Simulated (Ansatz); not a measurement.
Values for one crystal, relaxed and computed with plane-wave PAW r²SCAN (Ansatz code); other levels are named.

| Item | Result |
|---|---|
| Volume per atom | 19.86 Å³ |
| Electronic character | metallic (no gap) |
| Formation energy from the elements (no fitted shifts) | -85 kJ/mol of atoms |
| Density of states at the Fermi level | 0.40 states/eV per atom (mean over ±0.08 eV) |

Task: Pick the material that matches.
A) CeCu2SiGe, I4mm (Ce on 2a, Si on 2a, Cu on 4b, Ge on 2a)
B) Zr5Ge3, P6_3/mcm (Zr on 6g, Zr on 4d, Ge on 6g)
C) LaAlGe, I4_1md (La on 4a, Al on 4a, Ge on 4a)
D) YGe2Ru2, I4/mmm (Y on 2a, Ge on 4e, Ru on 4d)

Result: B, Zr5Ge3, P6_3/mcm (Zr on 6g, Zr on 4d, Ge on 6g)

The first step of the workflow began from a Materials Project structure, measured or hypothetical; the Crystallography Open Database copy checked does not list it. Whether it is the stable phase at ambient conditions was not checked. The r²SCAN relaxation kept the symmetry of its start; whether a distortion lowers the energy is not shown. The run is not spin-polarised. The references are the lowest solids computed at this level, not always the standard phases. Spin–orbit coupling is left out wherever it is not named.

Potentials: the later of the program's two PAW sets.
